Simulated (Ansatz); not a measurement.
FePt:
```cif
data_FePt
_chemical_formula_sum 'Fe1 Pt1'
_space_group_name_H-M_alt 'P4/mmm'
_space_group_IT_number 123
_space_group_name_Hall '-P 4 2'
_cell_length_a 2.68841
_cell_length_b 2.68841
_cell_length_c 3.71303
_cell_angle_alpha 90.000
_cell_angle_beta 90.000
_cell_angle_gamma 90.000
loop_
_atom_site_label
_atom_site_type_symbol
_atom_site_symmetry_multiplicity
_atom_site_Wyckoff_symbol
_atom_site_fract_x
_atom_site_fract_y
_atom_site_fract_z
_atom_site_occupancy
Fe1 Fe 1 d 0.50000 0.50000 0.50000 1
Pt1 Pt 1 a 0.00000 0.00000 0.00000 1
```
The run is spin-polarised.

Relaxed at zero pressure with plane-wave PAW PBEsol (Ansatz code).

Q: The volume is lowered by 3 % and shape and atoms relax at that volume. What pressure results, and how do the axes share the change?

A: 7.8 GPa; a -1.0 %, b -1.0 %, c -1.1 %; the energy rises by 9 meV/atom.

Q: Give the new structure.

A: 
Space group P4/mmm (No. 123); a = 2.6627 Å, b = 2.6627 Å, c = 3.6716 Å, α = 90.00°, β = 90.00°, γ = 90.00°

| atom | site | symmetry | x | y | z |
|---|---|---|---|---|---|
| Fe | 1d | 4/mmm | 0.5000 | 0.5000 | 0.5000 |
| Pt | 1a | 4/mmm | 0.0000 | 0.0000 | 0.0000 |

The phase is kept; no other phase was compared at this pressure.

The PBEsol relaxation kept the symmetry of its start. Magnetic state: ferromagnetic, chosen from 5 collinear starts compared on coarse meshes (ties went to the first, and starts can fall back to one state), not a proven ground state. Textbook magnetic order: ferromagnetic. Axis ratios of metals converge slowly with the k-mesh, so a and c are less sure than the volume. Scalar-relativistic: spin–orbit coupling is off unless named, which matters more the heavier the elements.

Potentials: the later of the program's two PAW sets.
